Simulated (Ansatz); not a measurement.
**What DFT gives for Bi$_{3}$B$_{2}$**

```
CELL_PARAMETERS angstrom
-2.06901 3.43031 4.28606
4.13801 0.00000 0.00000
2.06901 3.43031 -4.28606
ATOMIC_POSITIONS crystal
Bi 0.00000 0.00000 0.00000
Bi 0.70320 0.50000 0.70320
Bi 0.29680 0.50000 0.29680
B 0.72450 0.22450 0.27550
B 0.27550 0.77550 0.72450
```

Single point in Ansatz 0.2.0 with PBE, no spin polarisation. Cutoff 420 eV, PAW datasets, 7×7×7 Γ-centred k mesh, cold filling (width 0.036 eV).

What does the stress say?

The pressure is 5.3 GPa (compression positive), so with the atoms held at these fractions the cell would first expand. The principal stresses -9.8, 8.1, 17.7 GPa differ, so its shape would change too.

Is there a gap?

It is a metal, with about 2.6 states/eV a cell as the mean within 0.25 eV of the Fermi level, mostly Bi p (46 %) and B p (40 %).

Describe some of the short contacts.

Bi–Bi at 2.79 Å: least valence density 0.40 e/Å³ and ELF 0.39 there. Bi–B at 3.12 Å: least valence density 0.15 e/Å³ and ELF 0.33 there. Both are smooth PAW fields, read partly inside the augmentation spheres.

Give the Bader charges.

Bader charges in e: Bi +0.22 to +0.26, B -0.37. In the mean Bi gives up most and B takes most.

Origin: a known structure type with other elements, at an estimated volume, so it need not be a known compound.
